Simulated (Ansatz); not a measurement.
TiSi2:
```
CELL_PARAMETERS angstrom
      0.00000     4.08841     4.25386
      2.37805     0.00000     4.25386
      2.37805     4.08841     0.00000
ATOMIC_POSITIONS crystal
  Ti 0.50000 0.50000 0.50000
  Ti 0.75000 0.75000 0.75000
  Si 0.83666 0.16334 0.83666
  Si 0.16334 0.83666 0.16334
  Si 0.41334 0.08666 0.41334
  Si 0.08666 0.41334 0.08666
```

Relaxed with PBEsol. Special points in fractions of this cell's reciprocal vectors: Γ (0.000, 0.000, 0.000); Y (0.500, 0.000, 0.500); T (1.000, 0.500, 0.500); Z (0.500, 0.500, 0.000); Σ0 (0.000, 0.413, 0.413); U0 (1.000, 0.587, 0.587); C0 (0.500, 0.244, 0.744); A0 (0.500, 0.756, 0.256); L (0.500, 0.500, 0.500).

**Question.** List the band energies nearest the Fermi level at these points for PBEsol (plane waves, PAW; program Ansatz).

**Answer.** In eV from the Fermi level; about four levels below and three above (degenerate sets whole), none deeper than 8.9 eV; points with the same levels are listed once.

| k | below | above |
|---|---|---|
| Γ | -2.01 -1.76 -1.36 -0.94 | 2.10 3.21 3.45 |
| Y | -2.39 -2.39 -2.38 -2.38 -0.87 -0.87 | 1.31 1.31 3.37 3.37 |
| T | -1.15 -1.15 -0.64 -0.64 | 0.86 0.86 2.35 2.35 |
| Z | -1.55 -1.55 -1.00 -1.00 | 0.74 0.74 3.31 3.31 |
| Σ0 | -2.41 -2.06 -1.33 -0.41 | 0.07 0.11 0.76 |
| C0 | -1.67 -1.67 -1.40 -1.40 | 1.45 1.45 2.19 2.19 |
| L | -2.48 -1.96 -1.07 -0.03 | 0.15 1.04 1.40 |

Space group Fddd. Symmetry was held in the PBEsol relaxation; of distortions, only those at the zone centre were tested. The run is not spin-polarised.

Potentials: the earlier of the program's two PAW sets.
